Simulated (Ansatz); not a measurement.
Input, command and steps of an Ansatz relaxation.

```yaml
crystal:
  lattice:
    - [8.0487713834, 0.0, 0.0]
    - [0.0, -8.0487713834, 0.0]
    - [0.0, 0.0, -8.0487713834]
  atoms:
    - { symbol: K, position: [0.25, 0.25, 0.25] }
    - { symbol: K, position: [0.25, 0.25, 0.75] }
    - { symbol: K, position: [0.25, 0.75, 0.25] }
    - { symbol: K, position: [0.25, 0.75, 0.75] }
    - { symbol: K, position: [0.75, 0.25, 0.25] }
    - { symbol: K, position: [0.75, 0.25, 0.75] }
    - { symbol: K, position: [0.75, 0.75, 0.25] }
    - { symbol: K, position: [0.75, 0.75, 0.75] }
    - { symbol: Ni, position: [0.0, 0.0, 0.0], spin: 2.0 }
    - { symbol: Ta, position: [0.0, 0.0, 0.5] }
    - { symbol: Ta, position: [0.0, 0.5, 0.0] }
    - { symbol: Ta, position: [0.0, 0.5, 0.5] }
    - { symbol: Ta, position: [0.5, 0.0, 0.0] }
    - { symbol: Ta, position: [0.5, 0.0, 0.5] }
    - { symbol: Ta, position: [0.5, 0.5, 0.0] }
    - { symbol: Ta, position: [0.5, 0.5, 0.5] }
    - { symbol: O, position: [0.0, 0.25, 0.0] }
    - { symbol: O, position: [0.0, 0.25, 0.5] }
    - { symbol: O, position: [0.0, 0.75, 0.0] }
    - { symbol: O, position: [0.0, 0.75, 0.5] }
    - { symbol: O, position: [0.5, 0.25, 0.0] }
    - { symbol: O, position: [0.5, 0.25, 0.5] }
    - { symbol: O, position: [0.5, 0.75, 0.0] }
    - { symbol: O, position: [0.5, 0.75, 0.5] }
    - { symbol: O, position: [0.0, 0.0, 0.25] }
    - { symbol: O, position: [0.0, 0.0, 0.75] }
    - { symbol: O, position: [0.0, 0.5, 0.25] }
    - { symbol: O, position: [0.0, 0.5, 0.75] }
    - { symbol: O, position: [0.5, 0.0, 0.25] }
    - { symbol: O, position: [0.5, 0.0, 0.75] }
    - { symbol: O, position: [0.5, 0.5, 0.25] }
    - { symbol: O, position: [0.5, 0.5, 0.75] }
    - { symbol: O, position: [0.25, 0.0, 0.0] }
    - { symbol: O, position: [0.25, 0.0, 0.5] }
    - { symbol: O, position: [0.25, 0.5, 0.0] }
    - { symbol: O, position: [0.25, 0.5, 0.5] }
    - { symbol: O, position: [0.75, 0.0, 0.0] }
    - { symbol: O, position: [0.75, 0.0, 0.5] }
    - { symbol: O, position: [0.75, 0.5, 0.0] }
    - { symbol: O, position: [0.75, 0.5, 0.5] }
  host:
    lattice:
      - [4.0243856917, 0.0, 0.0]
      - [0.0, 4.0243856917, 0.0]
      - [0.0, 0.0, 4.0243856917]
    atoms:
      - { symbol: K, position: [0.5, 0.5, 0.5] }
      - { symbol: Ta, position: [0.0, 0.0, 0.0] }
      - { symbol: O, position: [0.0, 0.5, 0.0] }
      - { symbol: O, position: [0.0, 0.0, 0.5] }
      - { symbol: O, position: [0.5, 0.0, 0.0] }
basis:
  ecutwfc: 420
  xc_grid: 2
kpoints:
  mp_grid: { grid: [2, 2, 2], shift: [0.5, 0.5, 0.5] }
hamiltonian:
  xc: pbe
scf:
  occupations: { method: gaussian, width: 0.01 }
output:
  forces: true
  stress: false
  eigenvalues: true
  populations: true
  charged_corrections: { defect_position: [0.0, 0.0, 0.0] }
magnetization:
  spin_polarized: true
relax:
  adjacent_minimum: "off"
  f_tol: 0.025
  max_steps: 45
```

```bash
ansatz run input.yaml --threads 4 --pin off --max-ram 6144MiB --backend cpu --events-out ev --progress --plain --runs-dir out
```

The calculation used DFT PBE, scalar-relativistic, plane waves, PAW in Ansatz 0.2.0.

The cell holds a point defect: Ni on a Ta site (a), neutral.

Of 4 frames 4 are shown, positions in Å and forces in eV/Å; the SCF threshold varies from step to step. The mark taken_back stands on steps that the optimiser undid.

```xyz
40
Lattice="8.0488 0.0000 0.0000 0.0000 -8.0488 0.0000 0.0000 0.0000 -8.0488" Properties=species:S:1:pos:R:3:forces:R:3 pbc="T T T" step=1 free_energy_over_end_meV_per_atom=1.51
K     2.0122   -2.0122   -2.0122   -0.1460    0.1460    0.1460
K     2.0122   -2.0122   -6.0366   -0.1460    0.1460   -0.1460
K     2.0122   -6.0366   -2.0122   -0.1460   -0.1460    0.1460
K     2.0122   -6.0366   -6.0366   -0.1460   -0.1460   -0.1460
K     6.0366   -2.0122   -2.0122    0.1460    0.1460    0.1460
K     6.0366   -2.0122   -6.0366    0.1460    0.1460   -0.1460
K     6.0366   -6.0366   -2.0122    0.1460   -0.1460    0.1460
K     6.0366   -6.0366   -6.0366    0.1460   -0.1460   -0.1460
Ni    0.0000    0.0000    0.0000    0.0000    0.0000    0.0000
Ta    0.0000    0.0000   -4.0244    0.0000    0.0000    0.0000
Ta    0.0000   -4.0244    0.0000    0.0000    0.0000    0.0000
Ta    0.0000   -4.0244   -4.0244    0.0000    0.0000    0.0000
Ta    4.0244    0.0000    0.0000    0.0000    0.0000    0.0000
Ta    4.0244    0.0000   -4.0244    0.0000    0.0000    0.0000
Ta    4.0244   -4.0244    0.0000    0.0000    0.0000    0.0000
Ta    4.0244   -4.0244   -4.0244    0.0000    0.0000    0.0000
O     0.0000   -2.0122    0.0000    0.0000   -0.0566    0.0000
O     0.0000   -2.0122   -4.0244    0.0000   -0.1980    0.0000
O     0.0000   -6.0366    0.0000    0.0000    0.0566    0.0000
O     0.0000   -6.0366   -4.0244    0.0000    0.1980    0.0000
O     4.0244   -2.0122    0.0000    0.0000   -0.1980    0.0000
O     4.0244   -2.0122   -4.0244    0.0000    0.0193    0.0000
O     4.0244   -6.0366    0.0000    0.0000    0.1980    0.0000
O     4.0244   -6.0366   -4.0244    0.0000   -0.0193    0.0000
O     0.0000    0.0000   -2.0122    0.0000    0.0000   -0.0566
O     0.0000    0.0000   -6.0366    0.0000    0.0000    0.0566
O     0.0000   -4.0244   -2.0122    0.0000    0.0000   -0.1980
O     0.0000   -4.0244   -6.0366    0.0000    0.0000    0.1980
O     4.0244    0.0000   -2.0122    0.0000    0.0000   -0.1980
O     4.0244    0.0000   -6.0366    0.0000    0.0000    0.1980
O     4.0244   -4.0244   -2.0122    0.0000    0.0000    0.0193
O     4.0244   -4.0244   -6.0366    0.0000    0.0000   -0.0193
O     2.0122    0.0000    0.0000    0.0566    0.0000    0.0000
O     2.0122    0.0000   -4.0244    0.1980    0.0000    0.0000
O     2.0122   -4.0244    0.0000    0.1980    0.0000    0.0000
O     2.0122   -4.0244   -4.0244   -0.0193    0.0000    0.0000
O     6.0366    0.0000    0.0000   -0.0566    0.0000    0.0000
O     6.0366    0.0000   -4.0244   -0.1980    0.0000    0.0000
O     6.0366   -4.0244    0.0000   -0.1980    0.0000    0.0000
O     6.0366   -4.0244   -4.0244    0.0193    0.0000    0.0000
40
Lattice="8.0488 0.0000 0.0000 0.0000 -8.0488 0.0000 0.0000 0.0000 -8.0488" Properties=species:S:1:pos:R:3:forces:R:3 pbc="T T T" step=2 free_energy_over_end_meV_per_atom=3.32 taken_back
K     1.9262   -1.9262   -1.9262    0.2030   -0.2030   -0.2030
K     1.9262   -1.9262   -6.1226    0.2030   -0.2030    0.2030
K     1.9262   -6.1226   -1.9262    0.2030    0.2030   -0.2030
K     1.9262   -6.1226   -6.1226    0.2030    0.2030    0.2030
K     6.1226   -1.9262   -1.9262   -0.2030   -0.2030   -0.2030
K     6.1226   -1.9262   -6.1226   -0.2030   -0.2030    0.2030
K     6.1226   -6.1226   -1.9262   -0.2030    0.2030   -0.2030
K     6.1226   -6.1226   -6.1226   -0.2030    0.2030    0.2030
Ni    0.0000    0.0000    0.0000    0.0000    0.0000    0.0000
Ta    0.0000    0.0000   -4.0244    0.0000    0.0000    0.0000
Ta    0.0000   -4.0244    0.0000    0.0000    0.0000    0.0000
Ta    0.0000   -4.0244   -4.0244    0.0000    0.0000    0.0000
Ta    4.0244    0.0000    0.0000    0.0000    0.0000    0.0000
Ta    4.0244    0.0000   -4.0244    0.0000    0.0000    0.0000
Ta    4.0244   -4.0244    0.0000    0.0000    0.0000    0.0000
Ta    4.0244   -4.0244   -4.0244    0.0000    0.0000    0.0000
O     0.0000   -2.0133    0.0000    0.0000   -0.0591    0.0000
O     0.0000   -2.0169   -4.0244    0.0000    0.0744    0.0000
O     0.0000   -6.0354    0.0000    0.0000    0.0591    0.0000
O     0.0000   -6.0319   -4.0244    0.0000   -0.0744    0.0000
O     4.0244   -2.0169    0.0000    0.0000    0.0744    0.0000
O     4.0244   -2.0114   -4.0244    0.0000    0.0436    0.0000
O     4.0244   -6.0319    0.0000    0.0000   -0.0744    0.0000
O     4.0244   -6.0373   -4.0244    0.0000   -0.0436    0.0000
O     0.0000    0.0000   -2.0133    0.0000    0.0000   -0.0591
O     0.0000    0.0000   -6.0354    0.0000    0.0000    0.0591
O     0.0000   -4.0244   -2.0169    0.0000    0.0000    0.0744
O     0.0000   -4.0244   -6.0319    0.0000    0.0000   -0.0744
O     4.0244    0.0000   -2.0169    0.0000    0.0000    0.0744
O     4.0244    0.0000   -6.0319    0.0000    0.0000   -0.0744
O     4.0244   -4.0244   -2.0114    0.0000    0.0000    0.0436
O     4.0244   -4.0244   -6.0373    0.0000    0.0000   -0.0436
O     2.0133    0.0000    0.0000    0.0591    0.0000    0.0000
O     2.0169    0.0000   -4.0244   -0.0744    0.0000    0.0000
O     2.0169   -4.0244    0.0000   -0.0744    0.0000    0.0000
O     2.0114   -4.0244   -4.0244   -0.0436    0.0000    0.0000
O     6.0354    0.0000    0.0000   -0.0591    0.0000    0.0000
O     6.0319    0.0000   -4.0244    0.0744    0.0000    0.0000
O     6.0319   -4.0244    0.0000    0.0744    0.0000    0.0000
O     6.0373   -4.0244   -4.0244    0.0436    0.0000    0.0000
40
Lattice="8.0488 0.0000 0.0000 0.0000 -8.0488 0.0000 0.0000 0.0000 -8.0488" Properties=species:S:1:pos:R:3:forces:R:3 pbc="T T T" step=3 free_energy_over_end_meV_per_atom=0.05
K     1.9731   -1.9731   -1.9731    0.0260   -0.0260   -0.0260
K     1.9731   -1.9731   -6.0757    0.0260   -0.0260    0.0260
K     1.9731   -6.0757   -1.9731    0.0260    0.0260   -0.0260
K     1.9731   -6.0757   -6.0757    0.0260    0.0260    0.0260
K     6.0757   -1.9731   -1.9731   -0.0260   -0.0260   -0.0260
K     6.0757   -1.9731   -6.0757   -0.0260   -0.0260    0.0260
K     6.0757   -6.0757   -1.9731   -0.0260    0.0260   -0.0260
K     6.0757   -6.0757   -6.0757   -0.0260    0.0260    0.0260
Ni    0.0000    0.0000    0.0000    0.0000    0.0000    0.0000
Ta    0.0000    0.0000   -4.0244    0.0000    0.0000    0.0000
Ta    0.0000   -4.0244    0.0000    0.0000    0.0000    0.0000
Ta    0.0000   -4.0244   -4.0244    0.0000    0.0000    0.0000
Ta    4.0244    0.0000    0.0000    0.0000    0.0000    0.0000
Ta    4.0244    0.0000   -4.0244    0.0000    0.0000    0.0000
Ta    4.0244   -4.0244    0.0000    0.0000    0.0000    0.0000
Ta    4.0244   -4.0244   -4.0244    0.0000    0.0000    0.0000
O     0.0000   -2.0140    0.0000    0.0000   -0.0179    0.0000
O     0.0000   -2.0159   -4.0244    0.0000    0.0178    0.0000
O     0.0000   -6.0348    0.0000    0.0000    0.0179    0.0000
O     0.0000   -6.0329   -4.0244    0.0000   -0.0178    0.0000
O     4.0244   -2.0159    0.0000    0.0000    0.0178    0.0000
O     4.0244   -2.0112   -4.0244    0.0000    0.0361    0.0000
O     4.0244   -6.0329    0.0000    0.0000   -0.0178    0.0000
O     4.0244   -6.0376   -4.0244    0.0000   -0.0361    0.0000
O     0.0000    0.0000   -2.0140    0.0000    0.0000   -0.0179
O     0.0000    0.0000   -6.0348    0.0000    0.0000    0.0179
O     0.0000   -4.0244   -2.0159    0.0000    0.0000    0.0178
O     0.0000   -4.0244   -6.0329    0.0000    0.0000   -0.0178
O     4.0244    0.0000   -2.0159    0.0000    0.0000    0.0178
O     4.0244    0.0000   -6.0329    0.0000    0.0000   -0.0178
O     4.0244   -4.0244   -2.0112    0.0000    0.0000    0.0361
O     4.0244   -4.0244   -6.0376    0.0000    0.0000   -0.0361
O     2.0140    0.0000    0.0000    0.0179    0.0000    0.0000
O     2.0159    0.0000   -4.0244   -0.0178    0.0000    0.0000
O     2.0159   -4.0244    0.0000   -0.0178    0.0000    0.0000
O     2.0112   -4.0244   -4.0244   -0.0361    0.0000    0.0000
O     6.0348    0.0000    0.0000   -0.0179    0.0000    0.0000
O     6.0329    0.0000   -4.0244    0.0178    0.0000    0.0000
O     6.0329   -4.0244    0.0000    0.0178    0.0000    0.0000
O     6.0376   -4.0244   -4.0244    0.0361    0.0000    0.0000
40
Lattice="8.0488 0.0000 0.0000 0.0000 -8.0488 0.0000 0.0000 0.0000 -8.0488" Properties=species:S:1:pos:R:3:forces:R:3 pbc="T T T" step=4 free_energy_over_end_meV_per_atom=0.00
K     1.9789   -1.9789   -1.9789    0.0022   -0.0022   -0.0022
K     1.9789   -1.9789   -6.0698    0.0022   -0.0022    0.0022
K     1.9789   -6.0698   -1.9789    0.0022    0.0022   -0.0022
K     1.9789   -6.0698   -6.0698    0.0022    0.0022    0.0022
K     6.0698   -1.9789   -1.9789   -0.0022   -0.0022   -0.0022
K     6.0698   -1.9789   -6.0698   -0.0022   -0.0022    0.0022
K     6.0698   -6.0698   -1.9789   -0.0022    0.0022   -0.0022
K     6.0698   -6.0698   -6.0698   -0.0022    0.0022    0.0022
Ni    0.0000    0.0000    0.0000    0.0000    0.0000    0.0000
Ta    0.0000    0.0000   -4.0244    0.0000    0.0000    0.0000
Ta    0.0000   -4.0244    0.0000    0.0000    0.0000    0.0000
Ta    0.0000   -4.0244   -4.0244    0.0000    0.0000    0.0000
Ta    4.0244    0.0000    0.0000    0.0000    0.0000    0.0000
Ta    4.0244    0.0000   -4.0244    0.0000    0.0000    0.0000
Ta    4.0244   -4.0244    0.0000    0.0000    0.0000    0.0000
Ta    4.0244   -4.0244   -4.0244    0.0000    0.0000    0.0000
O     0.0000   -2.0147    0.0000    0.0000   -0.0034    0.0000
O     0.0000   -2.0156   -4.0244    0.0000    0.0004    0.0000
O     0.0000   -6.0341    0.0000    0.0000    0.0034    0.0000
O     0.0000   -6.0332   -4.0244    0.0000   -0.0004    0.0000
O     4.0244   -2.0156    0.0000    0.0000    0.0004    0.0000
O     4.0244   -2.0104   -4.0244    0.0000   -0.0025    0.0000
O     4.0244   -6.0332    0.0000    0.0000   -0.0004    0.0000
O     4.0244   -6.0384   -4.0244    0.0000    0.0025    0.0000
O     0.0000    0.0000   -2.0147    0.0000    0.0000   -0.0034
O     0.0000    0.0000   -6.0341    0.0000    0.0000    0.0034
O     0.0000   -4.0244   -2.0156    0.0000    0.0000    0.0004
O     0.0000   -4.0244   -6.0332    0.0000    0.0000   -0.0004
O     4.0244    0.0000   -2.0156    0.0000    0.0000    0.0004
O     4.0244    0.0000   -6.0332    0.0000    0.0000   -0.0004
O     4.0244   -4.0244   -2.0104    0.0000    0.0000   -0.0025
O     4.0244   -4.0244   -6.0384    0.0000    0.0000    0.0025
O     2.0147    0.0000    0.0000    0.0034    0.0000    0.0000
O     2.0156    0.0000   -4.0244   -0.0004    0.0000    0.0000
O     2.0156   -4.0244    0.0000   -0.0004    0.0000    0.0000
O     2.0104   -4.0244   -4.0244    0.0025    0.0000    0.0000
O     6.0341    0.0000    0.0000   -0.0034    0.0000    0.0000
O     6.0332    0.0000   -4.0244    0.0004    0.0000    0.0000
O     6.0332   -4.0244    0.0000    0.0004    0.0000    0.0000
O     6.0384   -4.0244   -4.0244   -0.0025    0.0000    0.0000
```

Spin-orbit coupling is left out, which matters for the bands of heavy elements.